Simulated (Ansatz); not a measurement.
Polymorphs of ZrB₂, each relaxed with PBE in the plane-wave PAW code Ansatz:

A: P6_3/mmc
a = b = 3.0762 Å, c = 8.5645 Å, α = β = 90.00°, γ = 120.00°

```
atom  site  symmetry       x       y       z
----  ----  --------  ------  ------  ------
Zr      2c      -6m2  0.3333  0.6667  0.2500
B       4f       3m.  0.6667  0.3333  0.0270
```

B: P6/mmm
a = b = 3.171 Å, c = 3.543 Å, α = β = 90.00°, γ = 120.00°

```
atom  site  symmetry       x       y       z
----  ----  --------  ------  ------  ------
Zr      1a     6/mmm  0.0000  0.0000  0.0000
B       2d      -6m2  0.3333  0.6667  0.5000
```

C: MoSi2 or CaC2 type (I4/mmm)
a = b = 3.4633 Å, c = 6.3188 Å, α = β = γ = 90.00°

```csv
atom,site,symmetry,x,y,z
Zr,2a,4/mmm,0.0000,0.0000,0.0000
B,4e,4mm,0.0000,0.0000,0.3768
```

Order them by energy per atom at 0 K (lowest first) at the level PBE.

B (+0 meV/atom), A (+872 meV/atom), C (+1100 meV/atom)

Constructed cells (a structure type filled with these elements, in neither database checked): C. Typed or built starts, not in the databases checked: A. Not the usual ambient phase: A; C. All cells were relaxed under the symmetry of their starts (and spin orders); stability against distortions was not tested throughout. Rows with no word on spin ran without spin polarisation. Spin–orbit coupling is left out wherever it is not named.

Energies hold the estimated change up to a 700 eV cutoff; steps of a few meV lie near the error of the meshes.

Potentials: the earlier of the program's two PAW sets.
